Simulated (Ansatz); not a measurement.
All numbers below come from DFT PBE, scalar-relativistic, plane waves, PAW in Ansatz 0.2.0. Cutoff 420 eV, Γ-centred meshes of about 0.25 Å⁻¹ or finer for metals and 0.3 Å⁻¹ for insulators (2π included), Gaussian smearing. No spin polarisation.

Relaxed forms of Rb3NaO2:

Cell 1.

```cif
data_structure
_symmetry_space_group_name_H-M 'Pm'
_symmetry_Int_Tables_number 6
_cell_length_a 6.2158
_cell_length_b 4.1709
_cell_length_c 6.2817
_cell_angle_alpha 90.000
_cell_angle_beta 98.437
_cell_angle_gamma 90.000
_cell_volume 161.09
loop_
_atom_site_label
_atom_site_type_symbol
_atom_site_symmetry_multiplicity
_atom_site_Wyckoff_symbol
_atom_site_fract_x
_atom_site_fract_y
_atom_site_fract_z
_atom_site_occupancy
Rb1 Rb 1 b 0.41876 0.50000 0.50549 1
Rb2 Rb 1 a 0.60458 0.00000 0.06330 1
Rb3 Rb 1 a 0.97541 0.00000 0.69045 1
Na1 Na 1 b 0.04172 0.50000 0.12940 1
O1 O 1 a 0.18025 0.00000 0.27192 1
O2 O 1 b 0.75379 0.50000 0.84173 1
```

Cell 2.

```cif
data_structure
_symmetry_space_group_name_H-M 'I4/mmm'
_symmetry_Int_Tables_number 139
_cell_length_a 5.9104
_cell_length_b 5.9104
_cell_length_c 9.8451
_cell_angle_alpha 90.000
_cell_angle_beta 90.000
_cell_angle_gamma 90.000
_cell_volume 343.92
loop_
_atom_site_label
_atom_site_type_symbol
_atom_site_symmetry_multiplicity
_atom_site_Wyckoff_symbol
_atom_site_fract_x
_atom_site_fract_y
_atom_site_fract_z
_atom_site_occupancy
Rb1 Rb 2 b 0.50000 0.50000 0.00000 1
Rb2 Rb 4 d 0.00000 0.50000 0.25000 1
Na1 Na 2 a 0.00000 0.00000 0.00000 1
O1 O 4 e 0.00000 0.00000 0.22035 1
```

Cell 3.

```cif
data_structure
_symmetry_space_group_name_H-M 'P-4m2'
_symmetry_Int_Tables_number 115
_cell_length_a 4.6897
_cell_length_b 4.6897
_cell_length_c 6.6228
_cell_angle_alpha 90.000
_cell_angle_beta 90.000
_cell_angle_gamma 90.000
_cell_volume 145.66
loop_
_atom_site_label
_atom_site_type_symbol
_atom_site_symmetry_multiplicity
_atom_site_Wyckoff_symbol
_atom_site_fract_x
_atom_site_fract_y
_atom_site_fract_z
_atom_site_occupancy
Rb1 Rb 1 b 0.50000 0.50000 0.00000 1
Rb2 Rb 1 a 0.00000 0.00000 0.00000 1
Rb3 Rb 1 c 0.50000 0.50000 0.50000 1
Na1 Na 1 d 0.00000 0.00000 0.50000 1
O1 O 2 g 0.00000 0.50000 0.26348 1
```

Their energies and Kohn–Sham gaps, in order of energy:

```
row  ΔE (meV/atom)  gap on mesh (eV)
  a              0              0.61
  b             54              1.14
  c             97              none
```

Task: Which row belongs to which cell?

Result: Row a is cell 1, row b is cell 3, row c is cell 2. Counting O atoms around Na and Rb (those within 1.25 times the shortest such distance or 1.15 times the sum of covalent radii; a plus sign parts nearer from farther groups; the shortest distance is added where it is long for a bond; a slash parts the counts of unlike sites): cell 1 (Pm, 26.8 Å³/atom) has Rb 2+1/3, Na 3; cell 2 (I4/mmm, 28.7 Å³/atom) has Rb 2/4, Na 2; cell 3 (P-4m2, 24.3 Å³/atom) has Rb 4, Na 4 from 2.8 Å.

Gaps are read on each cell's k mesh and can be smaller between its points; Kohn–Sham gaps at this level usually fall short of measured ones, and a small gap can close altogether. Trial moments fell under 0.15 μB along the way in I4/mmm; another start might hold them. With atoms moved at random, cell 3 (by 55 meV/atom) fell into a lower structure and cell 1 came back. Cell 2 had no clear such test and can be a saddle point.
